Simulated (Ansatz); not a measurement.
**Data sheet: Ag₂HgI₄ (DFT)**

Ag₂HgI₄:
```xyz
7
Lattice="-3.0915 3.0915 6.1667 3.0915 -3.0915 6.1667 3.0915 3.0915 -6.1667" Properties=species:S:1:pos:R:3 pbc="T T T"
Hg     0.0000     0.0000     0.0000
Ag     0.0000     0.0000     6.1667
I      1.6935     1.4315     1.6853
I      1.4315     4.4894    -1.6853
I      1.3980     1.6600     7.8520
I      1.6600    -1.3980     4.4814
Ag     0.0000     3.0915     3.0833
```

Space group I-4 (No. 82); conventional cell a = 6.183 Å, b = 6.183 Å, c = 12.333 Å, α = 90.00°, β = 90.00°, γ = 90.00°.

Method: the program Ansatz at the LDA level (PAW). Geometry: relaxed at this level of theory. Other levels are named where they apply.

### Cell and energy

| Quantity | Result |
|---|---|
| Volume per atom | 33.68 Å³ |
| Density | 6.51 g/cm³ |
| Formation energy from the elements (no fitted shifts) | -0.21 eV/atom |

### Electronic structure

| Property | Value |
|---|---|
| Band gap | 1.00 eV (direct) |
| Valence-band maximum | at Γ |
| Conduction-band minimum | at Γ |
| Electron effective mass | 0.16, 0.16, 0.18 mₑ (principal values) |
| Hole effective mass, band 1 of 2 at the edge | 0.73 along x, 0.66 along z (mₑ) |
| Hole effective mass, band 2 of 2 at the edge | 0.16 along x, 0.66 along z (mₑ) |

The workflow started from an entry of the Crystallography Open Database (COD), which files this formula under 2 space groups. Whether it is the stable phase at ambient conditions was not checked. The cell was relaxed with LDA under the symmetry of its start; its stability against distortions is not shown here. The run is not spin-polarised. The references are the lowest solids computed at this level, not always the standard phases. Spin–orbit coupling is left out wherever it is not named.

Potentials: the later of the program's two PAW sets.
